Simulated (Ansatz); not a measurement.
SiC (CsCl type, space group No. 221) under volume change, DFT-PBE in the program Ansatz with PAW potentials, scaled uniformly.

| V (Å³/atom) | E − E(relaxed) (meV/atom) | P (GPa) |
|---|---|---|
| 8.376 | 47.2 | 19.92 |
| 8.652 | 19.8 | 12.14 |
| 8.928 | ? | ? |
| 9.204 | 0.0 | -0.01 |
| 9.480 | ? | ? |
| 9.756 | 15.3 | -8.26 |
| 10.032 | 32.4 | -11.47 |

What belongs in the gaps?


- 9.480, E − E(relaxed) (meV/atom): 4.2
- 9.480, P (GPa): -4.62
- 8.928, E − E(relaxed) (meV/atom): 4.7
- 8.928, P (GPa): 5.59

What does a third-order Birch–Murnaghan fit give for V₀, B₀ and B′?

V₀ = 9.21 Å³/atom, B₀ = 166 GPa, B′ = 5.1.

Space group Pm-3m (CsCl type). The cell is a constructed one: a structure type filled with these elements; neither database checked (COD, Materials Project) lists it. It is not the phase usual at ambient conditions (space group No. 186, 216). Symmetry was held in the PBE relaxation; whether a distortion lowers the energy is not shown.

Potentials: the later of the program's two PAW sets.
